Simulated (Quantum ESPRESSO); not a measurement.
```cif
data_CaO
_chemical_formula_sum 'O1 Ca1'
_space_group_name_H-M_alt 'P 1'
_space_group_IT_number 1
_cell_length_a 3.31736
_cell_length_b 3.31736
_cell_length_c 3.31736
_cell_angle_alpha 60.000
_cell_angle_beta 60.000
_cell_angle_gamma 60.000
loop_
_space_group_symop_operation_xyz
  'x, y, z'
loop_
_atom_site_label
_atom_site_type_symbol
_atom_site_fract_x
_atom_site_fract_y
_atom_site_fract_z
_atom_site_occupancy
O1 O 0.50000 0.50000 0.50000 1
Ca1 Ca 0.00000 0.00000 0.00000 1
```

The PBEsol cell relaxed from Materials Project entry mp-2605 was given an isotropic strain of -1.5 % on all lattice vectors, and the atoms were relaxed again.

Q: What does PBEsol (Quantum ESPRESSO, PseudoDojo norm-conserving, 84 Ry, without SOC) give for the electronic structure near the Fermi level?

A: The PBEsol gap is indirect, 3.52 eV, from Γ to X; the smallest direct gap is 3.88 eV.
